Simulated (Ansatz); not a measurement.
**Kick test of a cell of LiYP**

The structure comes from a generated guess, relaxed at this level; another structure or a mixture of phases may lie lower.

The calculation used DFT PBE, scalar-relativistic, plane waves, PAW (Ansatz 0.2.0). Settings: cutoff 420 eV, Γ-centred mesh 12×12×10 on the computed 3-atom cell, Gaussian smearing of 0.10 eV; no spin polarisation.

The cell below (3 atoms, space group P-6m2 (No. 187)) is relaxed within its symmetry.

```xyz
3
Lattice="4.2771 0.0000 0.0000 -2.1386 3.7041 0.0000 0.0000 0.0000 5.2746" Properties=species:S:1:pos:R:3 pbc="T T T"
Li    0.0000    2.4694    2.6373
Y     2.1386    1.2347    0.0000
P     2.1386    1.2347    2.6373
```

For the test a repeat of it with 6 atoms (edges 4.28, 5.27, 7.41 Å) was strained at random (σ = 1.5 % a component), the atoms were moved at random (σ = 0.10 Å), and all was relaxed again on a coarse 6×4×4 mesh (in the run’s order of axes) with 0.20 eV smearing, with no symmetry imposed.

The cell is a metal run without spin; a magnetic state may lie lower.

**Question.** Is the structure stable against such a distortion?

**Answer.** It doesn't return. The energy falls by 732 meV/atom on that mesh, the volume changes by -35.0 %, and the end has space group P-6m2 (No. 187) at a loose tolerance. Relaxed again on a 12×12×12 mesh with 0.10 eV smearing, the new structure lies 732 meV/atom below the first (mesh in the axes of the run's cell; the cell below is made exact in the group named). Space group P-6m2 (No. 187), hexagonal, a = 4.027 Å, c = 3.871 Å. Li has 3 P at 2.33 Å and 6 Y at 3.03 Å; Y has 6 Li at 3.03 Å, 6 P at 3.03 Å and 8 Y at 3.87–4.03 Å; P has 3 Li at 2.33 Å and 6 Y at 3.03 Å.

```
Li Y P
1.0
     4.02718    0.00000    0.00000
    -2.01359    3.48764    0.00000
     0.00000    0.00000    3.87058
Li Y P
1 1 1
Direct
  0.66667 0.33333 0.50000
  0.33333 0.66667 0.00000
  0.00000 0.00000 0.50000
```
